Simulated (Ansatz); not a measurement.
An Ansatz (a quantum-chemistry and plane-wave program) run. Input:

Ansatz 0.2 input:
```yaml
crystal:
  lattice:
    - [4.071171086, 0.0, 0.0]
    - [0.0, 5.0295236142, 0.0]
    - [0.0, 0.0, 4.4825934125]
  atoms:
    - { symbol: Si, position: [0.5, 0.3481523217, 0.75] }
    - { symbol: Si, position: [0.5, 0.6518476783, 0.25] }
    - { symbol: Si, position: [0.0, 0.1518476783, 0.25] }
    - { symbol: Si, position: [0.0, 0.8481523217, 0.75] }
    - { symbol: O, position: [0.2688356234, 0.6179470153, 0.5803897155] }
    - { symbol: O, position: [0.7311643766, 0.3820529847, 0.4196102845] }
    - { symbol: O, position: [0.2311643766, 0.8820529847, 0.0803897155] }
    - { symbol: O, position: [0.7688356234, 0.1179470153, 0.9196102845] }
    - { symbol: O, position: [0.7688356234, 0.8820529847, 0.4196102845] }
    - { symbol: O, position: [0.2311643766, 0.1179470153, 0.5803897155] }
    - { symbol: O, position: [0.7311643766, 0.6179470153, 0.9196102845] }
    - { symbol: O, position: [0.2688356234, 0.3820529847, 0.0803897155] }
kpoints:
  mp_grid: { grid: [7, 6, 6] }
hamiltonian:
  xc: r2scan
  pseudopotentials: { azcp: { folder: ./paw }, kind: paw }
scf:
  occupations: { method: fixed }
phonons:
  method: dfpt
  response_accuracy: low
  eigenvectors: true
  rigid_motions: translations
  dielectric: true
  raman: true
```

Output (shortened):

```
Pseudopotential: Si, paw, valence charge 4
Pseudopotential: O, paw, valence charge 6
Functional definition: r2SCAN
Crystal: 12 atoms, lattice volume = 91.786 Å³
Basis set: ecut = 500 eV, 2337 PW (Γ), exchange–correlation on 150×200×180 points (125 copies of the dense FFT grid, shifted against one another)
Bands: 44, of which v1, the nominal top of the filled ones, is band 32 counted from 1 (31 counted from 0)
Symmetry: 8 space group operations
k-points: 128 of 252 (irreducible under 1 space group operation, time reversal used)
SCF 1 converged in 9 iterations: F = -7117.992570 eV  dr2 = 8.28e-12
── the response to a field inside a basis, on 8×6×6 k-points: an SCF that follows is theirs, and a resumed run solves both again ──
Crystal: 12 atoms, lattice volume = 91.786 Å³
Bands: 33, of which v1, the nominal top of the filled ones, is band 32 counted from 1 (31 counted from 0)
k-points: 36 of 288
SCF 1 converged in 7 iterations: F = -7117.689309 eV  dr2 = 2.71e-11
SCF converged after 9 iterations
Free energy (F): -7117.992570 eV
Harris-Foulkes:  -7117.992570 eV  (|F-HF|=1.82e-12)
Internal energy: -7117.992570 eV  (E = F + TS)
E sigma→0 (E₀):  -7117.992570 eV
Fermi energy:    9.984304 eV
--- Per-component energies (eV) ---
  E_band       = 106.343241
  E_kinetic    = 1587.159253
  E_local      = -2354.283006  (includes V_loc(G=0)·N_el)
  E_nonlocal   = 490.466699
  E_hartree    = 871.584360
  E_xc         = -794.073173
  E_vxc        = -1044.445087  (∫ρ·V_xc dr)
  E_paw        = -3399.788251  (= ΣΔE_a)
  E_vpaw       = -377.712603  (= ΣTr[D̂ρ^β])
  E_aug_tail   = 0.002325  (compensation charges beyond the density's cutoff)
  E_vtau       = 61.987070  (kinetic-family band-sum trace: ∫τ·v_τ [+ j·A + Jᵃ·Aᵃ] dr)
  E_ewald      = -3518.499516
  E_core_change = -0.561261  (= ΣΔE_core)
  E_smearing   =  0.000000  (= −TS)
  E_closure    =  0.000000  (closes the sum)
  Σ components = -7117.992570   (vs F -7117.992570, Δ=0.00e0)
--- Band table (eV; the first three rows and the last of 128) ---
  k-point 0: bands = ["-13.1175", "-10.3353", "-10.1171", "-9.8171", "-9.5428", "-8.8454", "-8.8438", "-8.6168", "-0.4167", "0.6498", "1.5591", "1.8225", "2.6680", "3.0232", "3.3789", "4.2957", "4.6131", "5.0284", "5.2682", "5.4349", "5.9043", "6.2125", …
  k-point 1: bands = ["-12.9839", "-10.4870", "-10.2698", "-9.7941", "-9.4713", "-8.8902", "-8.7749", "-8.6648", "-0.3929", "0.8545", "1.0092", "2.5433", "2.9555", "3.0955", "3.1836", "4.0671", "4.2892", "4.5632", "5.5671", "6.0698", "6.0763", "6.2706", …
  k-point 2: bands = ["-12.5936", "-11.2281", "-10.0962", "-9.7801", "-9.2759", "-8.9622", "-8.8104", "-8.7900", "-0.3075", "0.2533", "1.9952", "2.9328", "2.9827", "3.2636", "3.6553", "3.6623", "3.8093", "4.4638", "5.2754", "5.9598", "6.1266", "6.2447", …
  k-point 127: bands = ["-11.9508", "-11.3544", "-9.9409", "-9.7034", "-9.6411", "-9.3576", "-9.0453", "-8.9025", "0.0996", "0.4347", "1.2074", "1.6906", "2.7281", "2.9930", "3.4907", "4.0630", "4.8054", "5.3154", "5.5302", "6.0562", "6.3013", "6.5032", …
--- Phonons (Γ-DFPT): 6 representative perturbations + reference, on 128 of 252 k-points (Σ response iterations 39) ---
  ASR residual: 1.257e-3 → 0.000e0 eV/Å²; symmetrization residual: 4.045e-5 eV/Å²
  ASR residual per site (eV/Å²): 4.14e-5 4.14e-5 4.14e-5 4.14e-5 1.26e-3 1.26e-3 1.26e-3 1.26e-3 1.26e-3 1.26e-3 1.26e-3 1.26e-3
  Γ frequencies (cm⁻¹): 0.00 0.00 0.00 356.55 379.73 387.18 399.01 402.83 450.90 466.53 496.25 496.41 506.66 508.39 515.59 540.01 543.85 548.87 564.06 613.97 618.09 649.76 650.66 651.58 680.52 696.88 735.45 740.80 746.56 756.33 795.50 803.30 809.16 858.84 882.42 933.80
  ε∞ (high-frequency dielectric tensor):
        3.244533     0.000000     0.000000
        0.000000     3.327188     0.000000
        0.000000     0.000000     3.372139
  ε⁰ (static dielectric tensor: ions relaxed, cell fixed):
       10.506864     0.000000     0.000000
        0.000000    11.630099     0.000000
        0.000000     0.000000    10.079590
  ε⁰ − ε∞ (ionic part):
        7.262331     0.000000     0.000000
        0.000000     8.302911     0.000000
        0.000000     0.000000     6.707451
  softest optical mode at Γ: 356.55 cm⁻¹; the repairs (sum rule, projections) moved no ω² at Γ by more than (6.87 cm⁻¹)²
  Born effective charges Z* (e; rows j = field, columns β = displacement):
    site 0:
         3.83865    0.00000    0.14782
         0.00000    3.98801    0.00000
         0.07433    0.00000    4.04650
    site 1:
         3.83865    0.00000    0.14782
         0.00000    3.98801    0.00000
         0.07433    0.00000    4.04650
    site 2:
         3.83865    0.00000   -0.14782
         0.00000    3.98801    0.00000
        -0.07433    0.00000    4.04650
    site 3:
         3.83865    0.00000   -0.14782
         0.00000    3.98801    0.00000
        -0.07433    0.00000    4.04650
    site 4:
        -1.91932    0.47811    0.34689
         0.50525   -1.99400   -0.02447
         0.26815    0.07590   -2.02325
    site 5:
        -1.91932    0.47811    0.34689
         0.50525   -1.99400   -0.02447
         0.26815    0.07590   -2.02325
    site 6:
        -1.91932    0.47811   -0.34689
         0.50525   -1.99400    0.02447
        -0.26815   -0.07590   -2.02325
    site 7:
        -1.91932    0.47811   -0.34689
         0.50525   -1.99400    0.02447
        -0.26815   -0.07590   -2.02325
    site 8:
        -1.91932   -0.47811   -0.34689
        -0.50525   -1.99400   -0.02447
        -0.26815    0.07590   -2.02325
    site 9:
        -1.91932   -0.47811   -0.34689
        -0.50525   -1.99400   -0.02447
        -0.26815    0.07590   -2.02325
    site 10:
        -1.91932   -0.47811    0.34689
        -0.50525   -1.99400    0.02447
         0.26815   -0.07590   -2.02325
    site 11:
        -1.91932   -0.47811    0.34689
        -0.50525   -1.99400    0.02447
         0.26815   -0.07590   -2.02325
  Z* charge neutrality: 6.993e-5 e pre-enforcement
  k-mesh period / interband length: 26.9 Å / 1.15 Å = 23.37 at k = (0.0000, 0.0000, 0.0000), direct gap 6.768 eV — 14 or more, which is no proof of convergence
  Raman tensors (in the event stream and the table raman_tensors.tsv) …
  optical modes at Γ without the LO–TO term, one row a degenerate level:
      ω (cm⁻¹)  modes    IR ((D/Å)²/amu)  static Raman (Å⁴/amu)  depolarisation
        356.55      1             0.0000                 0.0018           0.750
        379.73      1             0.0000                 1.6582           0.017
        387.18      1             1.1095                 0.0000               —
        399.01      1             0.0000                 0.1380           0.750
        402.83      1             0.0000                 0.0040           0.750
        450.90      1            30.1856                 0.0000               —
        466.53      1             7.3829                 0.0000               —
        496.25      1            73.1818                 0.0000               —
        496.41      1             0.0000                 0.1059           0.750
        506.66      1             0.0000                 0.0000               —
        508.39      1            23.6119                 0.0000               —
        515.59      1             0.0000                 3.2321           0.009
        540.01      1             0.0000                 0.1929           0.750
        543.85      1             0.0000                 0.0945           0.750
        548.87      1             0.0000                 0.0000               —
        564.06      1             0.0000                 0.6665           0.044
        613.97      1             0.0000                 0.0492           0.750
        618.09      1            63.1502                 0.0000               —
        649.76      1             0.0000                 0.0024           0.750
        650.66      1             0.0000                 0.1683           0.750
        651.58      1            47.2595                 0.0000               —
        680.52      1            27.7448                 0.0000               —
        696.88      1             0.0000                 0.0000               —
        735.45      1            10.1834                 0.0000               —
        740.80      1             0.0000                 1.3687           0.750
        746.56      1             0.0000                 0.2295           0.750
        756.33      1            14.0689                 0.0000               —
        795.50      1             0.0000                 2.2450           0.000
        803.30      1             0.0000                 0.0000               —
        809.16      1             0.1521                 0.0000               —
        858.84      1             0.0000                 0.4055           0.750
        882.42      1             0.0000                 0.4193           0.750
        933.80      1             0.0000                 2.2665           0.750
  optical modes at Γ + LO–TO along q̂ = [1.0000, 0.0000, 0.0000]:
      ω (cm⁻¹)  modes    IR ((D/Å)²/amu)  static Raman (Å⁴/amu)  depolarisation
        356.55      1             0.0000                 0.0018           0.750
        379.73      1             0.0000                 1.6582           0.017
        387.18      1             1.1095                 0.0000               —
        399.01      1             0.0000                 0.1380           0.750
        402.83      1             0.0000                 0.0040           0.750
        463.10      1             0.0201                 0.0000               —
        496.25      1            73.1818                 0.0000               —
        496.41      1             0.0000                 0.1059           0.750
        506.66      1             0.0000                 0.0000               —
        508.39      1            23.6119                 0.0000               —
        515.59      1             0.0000                 3.2321           0.009
        529.80      1             2.0888                 0.0000               —
        540.01      1             0.0000                 0.1929           0.750
        543.85      1             0.0000                 0.0945           0.750
        548.87      1             0.0000                 0.0000               —
        564.06      1             0.0000                 0.6665           0.044
        613.97      1             0.0000                 0.0492           0.750
        618.09      1            63.1502                 0.0000               —
        649.76      1             0.0000                 0.0024           0.750
        650.66      1             0.0000                 0.1683           0.750
        680.52      1            27.7448                 0.0000               —
        696.88      1             0.0000                 0.0000               —
        720.81      1             0.6955                 0.0000               —
        740.80      1             0.0000                 1.3687           0.750
        746.56      1             0.0000                 0.2295           0.750
        756.33      1            14.0689                 0.0000               —
        795.50      1             0.0000                 2.2450           0.000
        803.30      1             0.0000                 0.0000               —
        809.16      1             0.1521                 0.0000               —
        858.84      1             0.0000                 0.4055           0.750
        882.42      1             0.0000                 0.4193           0.750
        933.80      1             0.0000                 2.2665           0.750
       1025.75      1            92.2070                 0.0000               —
  optical modes at Γ + LO–TO along q̂ = [0.0000, 1.0000, 0.0000]:
      ω (cm⁻¹)  modes    IR ((D/Å)²/amu)  static Raman (Å⁴/amu)  depolarisation
        356.55      1             0.0000                 0.0018           0.750
        379.73      1             0.0000                 1.6582           0.017
        387.18      1             1.1095                 0.0000               —
        399.01      1             0.0000                 0.1380           0.750
        402.83      1             0.0000                 0.0040           0.750
        450.90      1            30.1856                 0.0000               —
        466.53      1             7.3829                 0.0000               —
        496.41      1             0.0000                 0.1059           0.750
        506.66      1             0.0000                 0.0000               —
        508.39      1            23.6119                 0.0000               —
        515.59      1             0.0000                 3.2321           0.009
        540.01      1             0.0000                 0.1929           0.750
        543.85      1             0.0000                 0.0945           0.750
        548.87      1             0.0000                 0.0000               —
        564.06      1             0.0000                 0.6665           0.044
        613.97      1             0.0000                 0.0492           0.750
        618.09      1            63.1502                 0.0000               —
        623.19      1             2.3859                 0.0000               —
        649.76      1             0.0000                 0.0024           0.750
        650.66      1             0.0000                 0.1683           0.750
        651.58      1            47.2595                 0.0000               —
        696.88      1             0.0000                 0.0000               —
        735.45      1            10.1834                 0.0000               —
        740.80      1             0.0000                 1.3687           0.750
        746.56      1             0.0000                 0.2295           0.750
        756.33      1            14.0689                 0.0000               —
        795.50      1             0.0000                 2.2450           0.000
        803.30      1             0.0000                 0.0000               —
        808.64      1             0.0938                 0.0000               —
        858.84      1             0.0000                 0.4055           0.750
        882.42      1             0.0000                 0.4193           0.750
        933.80      1             0.0000                 2.2665           0.750
       1013.79      1            98.5990                 0.0000               —
  optical modes at Γ + LO–TO along q̂ = [0.0000, 0.0000, 1.0000]:
      ω (cm⁻¹)  modes    IR ((D/Å)²/amu)  static Raman (Å⁴/amu)  depolarisation
        356.55      1             0.0000                 0.0018           0.750
        379.73      1             0.0000                 1.6582           0.017
        389.31      1             0.0511                 0.0000               —
        399.01      1             0.0000                 0.1380           0.750
        402.83      1             0.0000                 0.0040           0.750
        450.90      1            30.1856                 0.0000               —
        466.53      1             7.3829                 0.0000               —
        496.25      1            73.1818                 0.0000               —
        496.41      1             0.0000                 0.1059           0.750
        506.66      1             0.0000                 0.0000               —
        515.59      1             0.0000                 3.2321           0.009
        535.13      1             0.5622                 0.0000               —
        540.01      1             0.0000                 0.1929           0.750
        543.85      1             0.0000                 0.0945           0.750
        548.87      1             0.0000                 0.0000               —
        564.06      1             0.0000                 0.6665           0.044
        613.97      1             0.0000                 0.0492           0.750
        649.76      1             0.0000                 0.0024           0.750
        650.66      1             0.0000                 0.1683           0.750
        651.58      1            47.2595                 0.0000               —
        680.52      1            27.7448                 0.0000               —
        696.88      1             0.0000                 0.0000               —
        730.16      1             1.7005                 0.0000               —
        735.45      1            10.1834                 0.0000               —
        740.80      1             0.0000                 1.3687           0.750
        746.56      1             0.0000                 0.2295           0.750
        795.50      1             0.0000                 2.2450           0.000
        803.30      1             0.0000                 0.0000               —
        809.16      1             0.1521                 0.0000               —
        858.84      1             0.0000                 0.4055           0.750
        882.42      1             0.0000                 0.4193           0.750
        933.80      1             0.0000                 2.2665           0.750
       1045.87      1            99.6268                 0.0000               —
```

Cost: very roughly 40 core-minutes on shared cores.

Space group Pbcn. The workflow started from a Materials Project entry (that database holds measured and hypothetical structures alike); the Crystallography Open Database copy checked does not list it. It is not the phase usual at ambient conditions (space group No. 92, 152, 154). The r²SCAN relaxation kept the symmetry of its start; of distortions, only those at the zone centre were tested.

Potentials: the earlier of the program's two PAW sets.

Ansatz is a plane-wave DFT program.
